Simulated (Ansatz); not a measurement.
ZrN (rock salt)

```xyz
2
Lattice="0.0000 2.2974 2.2974 2.2974 0.0000 2.2974 2.2974 2.2974 0.0000" Properties=species:S:1:pos:R:3 pbc="T T T"
N      0.0000     0.0000     0.0000
Zr     2.2974     2.2974     2.2974
```

The slice is a {110} plane (indices of the conventional cell) through the point (0.500, 0.500, 0.500) (fractional), spanned by u = [100] and v = [1 -1 -1] in vectors of this cell: u (3.25 Å) and v (4.59 Å, at 90° to u). It covers one period; positions are fractions (u, v).

Method: PBE (plane waves to 420 eV, PAW, scalar-relativistic; Ansatz, a first-principles code). k mesh 17×17×17. Near the nuclei the fields are pseudised (PAW); where an atom keeps semicore shells as valence, they peak there. ZrN is run without spin polarisation. ZrN was relaxed with its symmetry unable to fall.

Question: What is the valence density on the shortest N–Zr line in this plane (2.30 Å), at its minimum between the atoms?

Answer: 0.44 e/Å³.

Question: What is the ELF at the density minimum of the shortest N–Zr line in this plane (2.30 Å)?

Answer: 0.2.

Question: Sketch the valence electron density on this plane as a map.

Answer: 
```
|@@@@@@@@%%**==::....  ....::==**%%@@@@@@|
|@@@@@@@@%%**==::..      ..::==**%%@@@@@@|
|@@@@@@%%**++--....      ....--++**%%@@@@|
|%%%%##**++--::..          ..::--++**##%%|
|******++--::..              ..::--++****|
|======--::....              ....::--====|
|------::::..                  ..::::----|
|====----::....              ....::----==|
|++++====--::....          ....::--====++|
|******++==--::..          ..::--==++****|
|%%%%##**++==::....      ....::==++**##%%|
|@@@@%%##**==--::..      ..::--==**##%%@@|
|@@@@@@%%**++--::....  ....::--++**%%@@@@|
|@@@@@@%%**++--::..........::--++**%%@@@@|
|@@@@@@%%**++--::....  ....::--++**%%@@@@|
|@@@@%%##**==--::..      ..::--==**##%%@@|
|%%%%##**++==::....      ....::==++**##%%|
|******++==--::..          ..::--==++****|
|++++====--::....          ....::--====++|
|====----::....              ....::----==|
|------::::..                  ..::::----|
|======--::....              ....::--====|
|******++--::..              ..::--++****|
|%%%%##**++--::..          ..::--++**##%%|
|@@@@@@%%**++--....      ....--++**%%@@@@|
|@@@@@@@@%%**==::..      ..::==**%%@@@@@@|
|@@@@@@@@%%**==::....  ....::==**%%@@@@@@|
|%%@@@@@@%%**==::..........::==**%%@@@@@@|
```
Scale: ten equal steps from -0.94 (start of ' ') to 0.62 (end of '@'), in the order ' .:-=+*#%@'. Values: log₁₀ of the valence density in e/Å³. The map has 20 points along u (two characters each, u = 0 at the left) and 28 along v (v = 0 in the bottom row). The scale is logarithmic, as a density can span decades between atoms and voids.
